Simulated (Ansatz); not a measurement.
**GaSb$_{3}$: a vibration from a frozen displacement**

Level of theory: DFT PBE+D3(BJ), scalar-relativistic, plane waves, PAW in Ansatz. Settings: plane waves to 420 eV, k-mesh 12×12×12 (Γ-centred), Gaussian smearing 0.15 eV. Spin–orbit coupling is left out, which matters for the heavy elements here. No spin polarisation. Energies are free energies at this smearing, counted from the undisturbed cell; pressure is positive in compression.

Zero of the scan (relaxed at this level; with this scan's settings it stands at 0.4 GPa; it needn't be the usual structure):

```
Ga Sb
1.0
     0.00000    3.64789    3.64789
     3.64789    0.00000    3.64789
     3.64789    3.64789    0.00000
Ga Sb
1 3
Direct
  0.00000 0.00000 0.00000
  0.25000 0.25000 0.25000
  0.75000 0.75000 0.75000
  0.50000 0.50000 0.50000
```

Every Sb atom is moved by x along the Cartesian unit vector (0.000, 1.000, 0.000); the cell and all other atoms stay fixed. The cell's volume is 97.09 Å³; the moved atoms weigh 365.280 u together and the others 69.723 u. Some rows repeat others by symmetry and weren't run.

```csv
x (Å),ΔE (meV/cell),total force on the moved atoms along the move (eV/Å),pressure (GPa)
-0.2000,35.79,0.3613,0.6600
-0.1750,27.34,0.3149,0.5940
-0.1500,20.04,0.2688,0.5369
-0.1250,13.89,0.2233,0.4886
-0.1000,8.87,0.1781,0.4490
-0.0750,4.98,0.1331,0.4182
-0.0500,2.21,0.0887,0.3962
-0.0250,0.55,0.0442,0.3829
0.0000,0.00,0.0000,0.3785
0.0250,0.55,-0.0442,0.3829
0.0500,2.21,-0.0887,0.3962
0.0750,4.98,-0.1331,0.4182
0.1000,8.87,-0.1781,0.4490
0.1250,13.89,-0.2233,0.4886
0.1500,20.04,-0.2688,0.5369
0.1750,27.34,-0.3149,0.5940
0.2000,35.79,-0.3613,0.6600
```

Q: What frequency belongs to this motion?

A: The force constant is k = −dF/dx = 1.768 eV/Å², from the parabola through x = -0.0250, 0 and 0.0250. In every cell the moved atoms swing against the rest, so the mass is μ = m₁m₂/(m₁ + m₂) = 58.548 u, and ν̃ = 521.5 cm⁻¹ × √(|k|/μ) = 91 cm⁻¹. The pattern needn't be a normal mode: ν̃² is then a weighted mean of the squared nonzero frequencies at the zone centre of this cell, so it lies between the lowest and the highest of them.

Q: How far does the harmonic law reach?

A: At x = -0.200 Å, kx²/2 = 35.36 meV against the computed 35.79 meV (+1.2 %): the well is still close to harmonic there.

Q: The pressure changes with x². What does that say about the frequency under compression?

A: With E = k(V)x²/2, k ∝ V^(−2γ) and x scaling with the cell as V^(1/3), P − P0 = −∂E/∂V = (2γ − 2/3) ΔE/V. At x = 0.0500 Å, V(P − P0) = 97.09 × 0.01764 / 160.2 eV = 10.69 meV and ΔE = 2.21 meV, so γ = 1/3 + V(P − P0)/(2ΔE) = 2.75. This is the Grüneisen parameter of the motion under uniform scaling of the cell: shrinking the cell evenly by 1 % in volume raises the frequency by about 2.75 %.

In a metal these slopes depend on the k mesh and the smearing.